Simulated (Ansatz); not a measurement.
# Property card for HfSiO₄

HfSiO4:
```xyz
12
Lattice="-3.2912 3.2912 2.9855 3.2912 -3.2912 2.9855 3.2912 3.2912 -2.9855" Properties=species:S:1:pos:R:3 pbc="T T T"
Hf     0.0000     3.2912     1.4927
Hf     0.0000     0.0000     0.0000
Si     3.2912     0.0000     1.4927
Si     0.0000     0.0000     2.9855
O      3.2912     2.0760    -1.0756
O      4.5063     0.0000     0.4171
O      0.0000     1.2152     1.9099
O      2.0760     0.0000     0.4171
O      3.2912     1.2152     2.5683
O      1.2152     0.0000     4.0611
O      3.2912    -1.2152     2.5683
O      2.0760     3.2912     1.0756
```

Space group I4_1/amd (No. 141); conventional cell a = b = 6.5824 Å, c = 5.9710 Å, α = β = γ = 90.00°.

Method: r²SCAN (plane waves, PAW; program Ansatz). Structure relaxed to zero pressure with the same functional. Other levels are named where they apply.

**Cell and energy**

```
Item                                                          Result
-----------------------------------------------------  -------------
Volume per atom                                             10.78 Å³
Density                                                   6.95 g/cm³
Formation energy from the elements (no fitted shifts)  -3.42 eV/atom
```

**Electronic structure**

```
Quantity                                                                                                                              Result
------------------------------------------------  ------------------------------------------------------------------------------------------
Band gap                                                                                                                  6.00 eV (indirect)
Valence-band maximum                                                                                                                    at Γ
Conduction-band minimum                           off the standard path, at k = (0.188, 0.302, 0.250) in fractions of the reciprocal vectors
Smallest direct gap on the standard path                                                                                             6.37 eV
Electron effective mass                                                                                   1.3, 8.0, 25 mₑ (principal values)
Electron effective mass with spin–orbit coupling                                                          1.4, 7.3, 30 mₑ (principal values)
Hole effective mass                                                                                                         1.6 along x (mₑ)
Hole effective mass with spin–orbit coupling                                                                                1.6 along x (mₑ)
HSE06 gap on the r²SCAN cell                                                                                                         7.24 eV
Gap with spin–orbit coupling                                                                                                         5.99 eV
```

**Mechanics**

```
Item                                                                                                      Result
--------------------------------------------  ------------------------------------------------------------------
Bulk modulus (Birch–Murnaghan fit)                                                                       232 GPa
Pressure derivative B′                                                                                       4.9
Elastic constants (relaxed ions, GPa)         C11 = 447, C12 = 69.0, C13 = 156, C33 = 501, C44 = 116, C66 = 53.5
Mechanical stability                                                      stable (all eigenvalues of C positive)
Hill bulk and shear moduli                                                                       237 and 114 GPa
Young's modulus                                                                                          296 GPa
Poisson's ratio                                                                                             0.29
Debye temperature from the elastic constants                                                               610 K
```

**Dielectric response**

```
Quantity                                                                         Result
--------------------------------------------------------  -----------------------------
Electronic dielectric constant ε∞ (DFPT)                      3.64 (xx = yy), 3.84 (zz)
Static dielectric constant ε0 (ions relaxed, cell fixed)      11.6 (xx = yy), 11.6 (zz)
Born charges (a third of the trace)                       Hf +5.07, Si +3.55, O -2.15 e
```

**Phonons**

```
Item                                                                Result
--------------------------------------------------  ----------------------
Highest zone-centre frequency (without LO–TO term)               1026 cm⁻¹
Zone-centre stability                               no imaginary mode at Γ
```

**Charges**

```
Item                                   Value
-------------  -----------------------------
Bader charges  Hf +2.81, Si +3.32, O -1.53 e
```

Symmetry was held in the r²SCAN relaxation. No spin polarisation was allowed. The references are the lowest solids computed at this level, not always the standard phases (solids in place of the gases). Spin–orbit coupling is left out wherever it is not named.

Potentials: the later of the program's two PAW sets.
